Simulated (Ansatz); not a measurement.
Input and output for SiO2 (rutile type): DFT, LDA, all-electron LAPW, scalar-relativistic (Ansatz 0.2.0). This run: volume at 0.8 of the series' base cell.

The cell comes from a relaxation on PAW files under the same functional, begun from a prototype that needn't be the stable phase.

Command: `ansatz run input.yaml --threads 2 --pin off --max-ram 5120MiB --backend cpu --events-out ev --progress --plain --runs-dir out` It took 73 s on 2 threads of Arm Neoverse N1, on a shared host, peak memory 0.83 GiB.

```yaml
crystal:
  lattice:
    - [3.8315163946, 0.0, 0.0]
    - [0.0, 3.8315163946, 0.0]
    - [0.0, 0.0, 2.503673783]
  atoms:
    - { symbol: Si, position: [0.0, 0.0, 0.0] }
    - { symbol: Si, position: [0.5, 0.5, 0.5] }
    - { symbol: O, position: [0.3005901603, 0.3005901603, 0.0] }
    - { symbol: O, position: [0.6994098397, 0.6994098397, 0.0] }
    - { symbol: O, position: [0.8005901603, 0.1994098397, 0.5] }
    - { symbol: O, position: [0.1994098397, 0.8005901603, 0.5] }
kpoints:
  mp_grid: { grid: [8, 8, 11] }
scf:
  occupations: { method: fermi_dirac, width: 0.08 }
hamiltonian:
  xc: lda
  pseudopotentials: { kind: all_electron, lapw: { basis_error: 0.001 } }
output:
  forces: true
  stress: true
  eigenvalues: true
  populations: true
```

Output:

```
Si: projections on atomic orbitals take those of the free atom 1s2 2s2 2p6 3s2 3p2, of charge +0.00 (hamiltonian.pseudopotentials.projection_atoms)
O: projections on atomic orbitals take those of the free atom 1s2 2s2 2p4, of charge +0.00 (hamiltonian.pseudopotentials.projection_atoms)
LAPW: plane waves up to 11.938 Å⁻¹, error target 1.0e-3 eV per atom; small_component_spin mean_spin; O in spheres of 0.786 Å, 8 of its electrons in bands, Dirac shells []; Si in spheres of 0.843 Å, 12 of its electrons in bands, Dirac shells [] (how accurate: hamiltonian.pseudopotentials.lapw.basis_error, Limitations)
Engine: ansatz 0.2.0
Pseudopotentials: kind: all_electron
Pseudopotential: Si, LAPW, valence charge 12, lapw/all_electron/scalar/gaussian/Si, Koelling and Harmon's equation, gaussian nucleus
Pseudopotential: O, LAPW, valence charge 8, lapw/all_electron/scalar/gaussian/O, Koelling and Harmon's equation, gaussian nucleus
Functional definition: SPW92
  exchange = slater_x
  correlation = pw_c
Crystal: 6 atoms, lattice volume = 36.755 Å³
Basis set: ecut = 542.9871053147207 eV, 1049 PW (Γ), exchange–correlation at level 2
Bands: 34, of which v1, the nominal top of the filled ones, is band 28 counted from 1 (27 counted from 0)
Symmetry: 16 space group operations
Space group: P42/mnm (ITA 136), of the structure as read, at distance tolerance 3.3e-5 Å
k-points: 90 of 704
Non-local potential: Si, projectors of the file, none
Non-local potential: O, projectors of the file, none
Initial density: superposition of atomic densities (chi_scale 0.1, normalization cell, long waves kept (reshape's long-wave potential 0.00 eV rms))
Initial wavefunctions: plane waves of lowest kinetic energy (no species holds an atomic orbital)
Functional: x = slater, c = lda
iter 1 solved again at ethr=1.69e-2 eV; its pass at ethr=1.00e-1 eV (dr2=9.46e0 eV) is discarded
SCF iter   1: F=—  HF=-23885.673069 eV  |F-HF|=—  |Δ(HF+E_count)|=         —  Δρ=1.96e-1  dr2=9.46e0  ethr=1.69e-2  ⟨swp⟩=2.0  Hψ=23381  notcnv=0
preconditioner: auto → none  [insulator: Δε(μ)=9.811 eV  Ē_g=23.454 eV  σ=0.080 eV  W_gap=1.00  n_scr=10 (ndim 8)  ℏωp=34.6 eV  f_vac=0.000  D(μ)=0.00/eV (n_scr^D=0)  ε∞_Penn≈3.2]
iter 2 solved again at ethr=3.18e-4 eV; its pass at ethr=1.69e-2 eV (dr2=1.78e-1 eV) is discarded
SCF iter   2: F=—  HF=-23880.035620 eV  |F-HF|=—  |Δ(HF+E_count)|=    5.64e0  Δρ=3.54e-2  dr2=1.80e-1  ethr=3.18e-4  ⟨swp⟩=2.1  Hψ=16468  notcnv=0
SCF iter   3: F=—  HF=-23879.811039 eV  |F-HF|=—  |Δ(HF+E_count)|=         —  Δρ=2.13e-2  dr2=8.53e-2  ethr=3.18e-4  ⟨swp⟩=3.0  Hψ=10052  notcnv=0
the basis was enlarged: its passes take 53.2 KiB over the memory plan, 2 of 2 planned eigensolver slots
SCF iter   4: F=—  HF=-23879.788652 eV  |F-HF|=—  |Δ(HF+E_count)|=   2.24e-2  Δρ=2.81e-3  dr2=1.47e-3  ethr=1.52e-4  ⟨swp⟩=2.0  Hψ=8732  notcnv=0
SCF iter   5: F=—  HF=-23879.788355 eV  |F-HF|=—  |Δ(HF+E_count)|=   2.98e-4  Δρ=2.37e-4  dr2=6.52e-6  ethr=2.63e-6  ⟨swp⟩=2.0  Hψ=8731  notcnv=0
SCF iter   6: F=-23879.788357 eV  HF=-23879.788357 eV  |F-HF|=2.06e-8  |Δ(HF+E_count)|=   2.55e-6  Δρ=2.90e-5  dr2=8.27e-8  ethr=1.16e-8  ⟨swp⟩=2.7  Hψ=8898  notcnv=0
SCF 1 converged in 6 iterations: F = -23879.788357 eV  dr2 = 8.27e-8
SCF converged after 6 iterations
Free energy (F): -23879.788357 eV
Harris-Foulkes:  -23879.788357 eV  (|F-HF|=2.06e-8)
Internal energy: -23879.788357 eV  (E = F + TS)
E sigma→0 (E₀):  -23879.788357 eV
Fermi energy:    19.444047 eV
--- Per-component energies (eV) ---
  E_band       = -5020.013410
  E_kinetic    = 23957.246529
  E_xc         = -1991.771020
  E_electrostatic = -45845.263865  (all electrons and nuclei)
  E_smearing   = -0.000000  (= −TS)
  E_closure    = 0.000000  (closes the sum)
  E_atoms      = -23830.318772  (free atoms, spherical and without spin; not in F)
  Σ components = -23879.788357   (vs F -23879.788357, Δ=0.00e0)
  Basis errors (estimates in eV, not in F): energy 4.7e-4 per atom: plane waves 4.3e-4 (2.6e-4 summed), levels above the bands 9.6e-57, relativity 1.7e-8, radial functions 3.6e-5, core shells 7.9e-11; eigenvalues (radial functions only) 3.5e-6; not estimated: angular momenta, meshes, grids; target (lapw.basis_error) 1.0e-3; muffin-tin radii O 0.786 Å, Si 0.843 Å
--- Forces (eV/Å), atoms counted from 1 ---
  atom   1  Si     0.00000000    -0.00000000     0.00000000
  atom   2  Si     0.00000000     0.00000000     0.00000000
  atom   3  O      0.00615608     0.00615608     0.00000000
  atom   4  O     -0.00615608    -0.00615608     0.00000000
  atom   5  O      0.00615608    -0.00615608     0.00000000
  atom   6  O     -0.00615608     0.00615608     0.00000000
  max |Σ_I F_I| component: 8.67e-19 eV/Å
--- Stress (GPa, compression-positive) ---
      113.962566       0.000000       0.000000
        0.000000     113.962566       0.000000
        0.000000       0.000000     114.068175
  P = ⅓ Tr σ = 113.9978 GPa (1139.978 kbar)
--- Band table (eV; the first three rows and the last of 90) ---
  k-point 0: bands = ["-484.7950", "-484.7950", "-484.7950", "-484.7950", "-116.3765", "-116.3760", "-73.2606", "-73.2595", "-73.2251", "-73.2251", "-73.2171", "-73.2171", "-9.1335", "-4.0893", "-4.0893", "-3.3213", "3.2431", "7.2317", "8.1094", "8.1094", "9.2458", "9.7574", "12.0159", "12.0159", "13.4401", "14.9645", "14.9645", "16.0412", "22.8098", "25.9122", "25.9122", "26.0991", "27.2623", "28.9682"]
  k-point 1: bands = ["-484.7950", "-484.7950", "-484.7950", "-484.7950", "-116.3763", "-116.3759", "-73.2621", "-73.2610", "-73.2249", "-73.2249", "-73.2170", "-73.2170", "-8.9937", "-4.0116", "-4.0116", "-3.3154", "3.2916", "7.3818", "8.2142", "8.2142", "8.8684", "9.5789", "11.5696", "11.5696", "13.0570", "14.8414", "14.8414", "15.8653", "23.5909", "26.4902", "26.4902", "26.5001", "26.9936", "29.3052"]
  k-point 2: bands = ["-484.7950", "-484.7950", "-484.7950", "-484.7950", "-116.3759", "-116.3755", "-73.2660", "-73.2651", "-73.2244", "-73.2244", "-73.2168", "-73.2168", "-8.5808", "-3.7933", "-3.7933", "-3.3497", "3.4162", "7.8271", "8.1073", "8.5179", "8.5179", "9.0169", "10.4934", "10.4934", "12.1350", "14.4682", "14.4682", "15.3307", "25.5668", "26.5072", "27.5775", "27.9227", "27.9227", "30.0178"]
  k-point 89: bands = ["-484.7950", "-484.7950", "-484.7950", "-484.7950", "-116.3743", "-116.3743", "-73.2785", "-73.2785", "-73.2228", "-73.2228", "-73.2161", "-73.2161", "-4.8177", "-4.8177", "-3.4455", "-3.4455", "3.2561", "3.2561", "5.5545", "5.5545", "10.5087", "10.5087", "10.8809", "10.8809", "13.8035", "13.8035", "14.0385", "14.0385", "26.0296", "26.0296", "28.0708", "28.0708", "28.8085", "28.8085"]
--- Löwdin populations: 6 sites ---
  site symbol       q [e]
     0     Si     12.3194
     1     Si     12.3194
     2      O      8.7351
     3      O      8.7351
     4      O      8.7351
     5      O      8.7351
  spilling = 0.007015 (of n_electrons = 60.000000)
```

populations.tsv:

```
# site	symbol	l	j	q
# orbitals = lowdin
# n_electrons = 60.000000
# spilling = 0.007015
# projection_atom_Si: 1s2 2s2 2p6 3s2 3p2
# projection_atom_O: 1s2 2s2 2p4
0	Si	0_1S	-	1.999688
0	Si	0_2S	-	1.977052
0	Si	0_3S	-	0.626814
0	Si	1_2P	-	5.990472
0	Si	1_3P	-	1.725375
1	Si	0_1S	-	1.999688
1	Si	0_2S	-	1.977052
1	Si	0_3S	-	0.626814
1	Si	1_2P	-	5.990472
1	Si	1_3P	-	1.725375
2	O	0_1S	-	1.995531
2	O	0_2S	-	1.538989
2	O	1_2P	-	5.200550
3	O	0_1S	-	1.995531
3	O	0_2S	-	1.538989
3	O	1_2P	-	5.200550
4	O	0_1S	-	1.995531
4	O	0_2S	-	1.538989
4	O	1_2P	-	5.200550
5	O	0_1S	-	1.995531
5	O	0_2S	-	1.538989
5	O	1_2P	-	5.200550
```

Next run (volume at 0.72 of the series' base cell), as changes to the input before:

```diff
   lattice:
-    - [3.8315163946, 0.0, 0.0]
-    - [0.0, 3.8315163946, 0.0]
-    - [0.0, 0.0, 2.503673783]
+    - [3.6969616575, 0.0, 0.0]
+    - [0.0, 3.6969616575, 0.0]
+    - [0.0, 0.0, 2.4203141216]
   atoms:
-    - { symbol: O, position: [0.3005901603, 0.3005901603, 0.0] }
-    - { symbol: O, position: [0.6994098397, 0.6994098397, 0.0] }
-    - { symbol: O, position: [0.8005901603, 0.1994098397, 0.5] }
-    - { symbol: O, position: [0.1994098397, 0.8005901603, 0.5] }
+    - { symbol: O, position: [0.29939999, 0.29939999, 0.0] }
+    - { symbol: O, position: [0.70060001, 0.70060001, 0.0] }
+    - { symbol: O, position: [0.79939999, 0.20060001, 0.5] }
+    - { symbol: O, position: [0.20060001, 0.79939999, 0.5] }
 kpoints:
```

Results part of the output:

```
SCF 1 converged in 7 iterations: F = -23876.170760 eV  dr2 = 4.68e-10
SCF converged after 7 iterations
Free energy (F): -23876.170760 eV
Harris-Foulkes:  -23876.170760 eV  (|F-HF|=3.42e-10)
Internal energy: -23876.170760 eV  (E = F + TS)
E sigma→0 (E₀):  -23876.170760 eV
Fermi energy:    21.835916 eV
--- Per-component energies (eV) ---
  E_band       = -4902.071220
  E_kinetic    = 24003.907892
  E_xc         = -2001.448751
  E_electrostatic = -45878.629901  (all electrons and nuclei)
  E_smearing   = -0.000000  (= −TS)
  E_closure    = 0.000000  (closes the sum)
  E_atoms      = -23830.318772  (free atoms, spherical and without spin; not in F)
  Σ components = -23876.170760   (vs F -23876.170760, Δ=0.00e0)
  Basis errors (estimates in eV, not in F): energy 4.8e-4 per atom: plane waves 4.4e-4 (2.6e-4 summed), levels above the bands 1.2e-62, relativity 2.1e-8, radial functions 4.1e-5, core shells 2.8e-10; eigenvalues (radial functions only) 1.9e-6; not estimated: angular momenta, meshes, grids; target (lapw.basis_error) 1.0e-3; muffin-tin radii O 0.752 Å, Si 0.814 Å
--- Forces (eV/Å), atoms counted from 1 ---
  atom   1  Si     0.00000000    -0.00000000     0.00000000
  atom   2  Si     0.00000000     0.00000000     0.00000000
  atom   3  O      0.00796195     0.00796195     0.00000000
  atom   4  O     -0.00796195    -0.00796195     0.00000000
  atom   5  O      0.00796195    -0.00796195     0.00000000
  atom   6  O     -0.00796195     0.00796195     0.00000000
  max |Σ_I F_I| component: 0.00e0 eV/Å
--- Stress (GPa, compression-positive) ---
      208.367811       0.000000       0.000000
        0.000000     208.367811       0.000000
        0.000000       0.000000     208.531263
  P = ⅓ Tr σ = 208.4223 GPa (2084.223 kbar)
--- Band table (eV; the first three rows and the last of 90) ---
  k-point 0: bands = ["-482.3377", "-482.3377", "-482.3377", "-482.3377", "-113.7278", "-113.7270", "-70.6047", "-70.6027", "-70.5591", "-70.5591", "-70.5536", "-70.5536", "-8.1986", "-2.4844", "-2.4844", "-1.5546", "4.7830", "8.3388", "9.7573", "9.7573", "11.0133", "11.4939", "13.9579", "13.9579", "15.7638", "17.2503", "17.2503", "18.3998", "25.2428", "29.1375", "29.1375", "29.6798", "31.0954", "32.3261"]
  k-point 1: bands = ["-482.3377", "-482.3377", "-482.3377", "-482.3377", "-113.7276", "-113.7267", "-70.6071", "-70.6051", "-70.5587", "-70.5587", "-70.5535", "-70.5535", "-8.0443", "-2.3954", "-2.3954", "-1.5459", "4.8337", "8.5040", "9.8685", "9.8685", "10.5911", "11.3135", "13.4791", "13.4791", "15.3704", "17.1041", "17.1041", "18.1864", "26.1067", "29.6666", "29.7533", "29.7533", "31.2911", "32.6145"]
  k-point 2: bands = ["-482.3377", "-482.3377", "-482.3377", "-482.3377", "-113.7268", "-113.7260", "-70.6134", "-70.6117", "-70.5578", "-70.5578", "-70.5532", "-70.5532", "-7.5879", "-2.1436", "-2.1436", "-1.5837", "4.9607", "8.9947", "9.7510", "10.1888", "10.1888", "10.7532", "12.3211", "12.3211", "14.3950", "16.6676", "16.6676", "17.5415", "28.2969", "29.5068", "31.2644", "31.2644", "32.1200", "33.2666"]
  k-point 89: bands = ["-482.3377", "-482.3377", "-482.3377", "-482.3377", "-113.7240", "-113.7240", "-70.6333", "-70.6333", "-70.5543", "-70.5543", "-70.5530", "-70.5530", "-3.2521", "-3.2521", "-1.7820", "-1.7820", "4.6494", "4.6494", "6.7500", "6.7500", "12.4442", "12.4442", "12.8664", "12.8664", "15.8221", "15.8221", "16.2438", "16.2438", "29.9233", "29.9233", "30.7499", "30.7499", "31.7711", "31.7711"]
--- Löwdin populations: 6 sites ---
  site symbol       q [e]
     0     Si     12.2779
     1     Si     12.2779
     2      O      8.7515
     3      O      8.7515
     4      O      8.7515
     5      O      8.7515
  spilling = 0.007300 (of n_electrons = 60.000000)
```

Next run (volume at 0.62 of the series' base cell), as changes to the input before:

```diff
   lattice:
-    - [3.6969616575, 0.0, 0.0]
-    - [0.0, 3.6969616575, 0.0]
-    - [0.0, 0.0, 2.4203141216]
+    - [3.517957618, 0.0, 0.0]
+    - [0.0, 3.517957618, 0.0]
+    - [0.0, 0.0, 2.3016517546]
   atoms:
-    - { symbol: O, position: [0.29939999, 0.29939999, 0.0] }
-    - { symbol: O, position: [0.70060001, 0.70060001, 0.0] }
-    - { symbol: O, position: [0.79939999, 0.20060001, 0.5] }
-    - { symbol: O, position: [0.20060001, 0.79939999, 0.5] }
+    - { symbol: O, position: [0.2981098298, 0.2981098298, 0.0] }
+    - { symbol: O, position: [0.7018901702, 0.7018901702, 0.0] }
+    - { symbol: O, position: [0.7981098298, 0.2018901702, 0.5] }
+    - { symbol: O, position: [0.2018901702, 0.7981098298, 0.5] }
 kpoints:
   mp_grid: { grid: [8, 8, 11] }
+  band_path:
+    path:
+      - [0.0, 0.0, 0.0]
+      - [0.0, 0.5, 0.0]
+      - [0.5, 0.5, 0.0]
+      - [0.0, 0.0, 0.0]
+      - [0.0, 0.0, 0.5]
+      - [0.0, 0.5, 0.5]
+      - [0.5, 0.5, 0.5]
+      - [0.0, 0.0, 0.5]
+      - [0.0, 0.5, 0.0]
+    npoints: 8
 scf:
   populations: true
+  dos: { projected: true, de: 0.2, e_range: [-14, 8] }
```

Results part of the output:

```
SCF 1 converged in 6 iterations: F = -23867.608135 eV  dr2 = 3.27e-8
NSCF: frozen V_eff on 65 k-points
SCF converged after 6 iterations
Free energy (F): -23867.608135 eV
Harris-Foulkes:  -23867.608135 eV  (|F-HF|=2.15e-8)
Internal energy: -23867.608135 eV  (E = F + TS)
E sigma→0 (E₀):  -23867.608135 eV
Fermi energy:    25.573227 eV
--- Per-component energies (eV) ---
  E_band       = -4718.295821
  E_kinetic    = 24083.703867
  E_xc         = -2016.698214
  E_electrostatic = -45934.613787  (all electrons and nuclei)
  E_smearing   = -0.000000  (= −TS)
  E_closure    = 0.000000  (closes the sum)
  E_atoms      = -23830.318772  (free atoms, spherical and without spin; not in F)
  Σ components = -23867.608135   (vs F -23867.608135, Δ=0.00e0)
  Basis errors (estimates in eV, not in F): energy 4.9e-4 per atom: plane waves 4.5e-4 (2.7e-4 summed), levels above the bands 1.2e-64, relativity 3.0e-8, radial functions 4.5e-5, core shells 1.4e-9; eigenvalues (radial functions only) 1.6e-6; not estimated: angular momenta, meshes, grids; target (lapw.basis_error) 1.0e-3; muffin-tin radii O 0.708 Å, Si 0.775 Å
--- Forces (eV/Å), atoms counted from 1 ---
  atom   1  Si    -0.00000000    -0.00000000     0.00000000
  atom   2  Si    -0.00000000     0.00000000     0.00000000
  atom   3  O      0.01405419     0.01405419     0.00000000
  atom   4  O     -0.01405419    -0.01405419     0.00000000
  atom   5  O      0.01405419    -0.01405419     0.00000000
  atom   6  O     -0.01405419     0.01405419     0.00000000
  max |Σ_I F_I| component: 0.00e0 eV/Å
--- Stress (GPa, compression-positive) ---
      408.565016       0.000000       0.000000
        0.000000     408.565016       0.000000
        0.000000       0.000000     408.966826
  P = ⅓ Tr σ = 408.6990 GPa (4086.990 kbar)
--- Band table (eV; the first three rows and the last of 90) ---
  k-point 0: bands = ["-478.4826", "-478.4826", "-478.4826", "-478.4826", "-109.7199", "-109.7178", "-66.5771", "-66.5725", "-66.5319", "-66.5319", "-66.5113", "-66.5113", "-6.6941", "0.0648", "0.0648", "1.1764", "7.3309", "10.0602", "12.3847", "12.3847", "13.8796", "14.2162", "17.0387", "17.0387", "19.4588", "20.8850", "20.8850", "22.1335", "28.9926", "33.8133", "34.2161", "34.2161", "37.7022", "38.6924"]
  k-point 1: bands = ["-478.4826", "-478.4826", "-478.4826", "-478.4826", "-109.7192", "-109.7172", "-66.5817", "-66.5773", "-66.5314", "-66.5314", "-66.5109", "-66.5109", "-6.5171", "0.1722", "0.1722", "1.1959", "7.3846", "10.2493", "12.5039", "12.5039", "13.3733", "14.0399", "16.5109", "16.5109", "19.0364", "20.6999", "20.6999", "21.8574", "29.9869", "33.8393", "34.8806", "34.8806", "37.8227", "39.0187"]
  k-point 2: bands = ["-478.4826", "-478.4826", "-478.4826", "-478.4826", "-109.7175", "-109.7158", "-66.5940", "-66.5902", "-66.5301", "-66.5301", "-66.5098", "-66.5098", "-5.9926", "0.4783", "0.4783", "1.1713", "7.5090", "10.8120", "12.3847", "12.8415", "12.8415", "13.4941", "15.2317", "15.2317", "17.9618", "20.1578", "20.1578", "21.0289", "32.4950", "33.9014", "36.4659", "36.4659", "38.3497", "38.6071"]
  k-point 89: bands = ["-478.4826", "-478.4826", "-478.4826", "-478.4826", "-109.7115", "-109.7115", "-66.6328", "-66.6328", "-66.5259", "-66.5259", "-66.5063", "-66.5063", "-0.7459", "-0.7459", "0.8596", "0.8596", "6.9160", "6.9160", "8.6408", "8.6408", "15.5436", "15.5436", "15.9726", "15.9726", "18.9960", "18.9960", "19.7225", "19.7225", "34.8547", "34.8547", "36.0088", "36.0088", "36.2703", "36.2703"]
--- Löwdin populations: 6 sites ---
  site symbol       q [e]
     0     Si     12.2141
     1     Si     12.2141
     2      O      8.7769
     3      O      8.7769
     4      O      8.7769
     5      O      8.7769
  spilling = 0.007735 (of n_electrons = 60.000000)
```
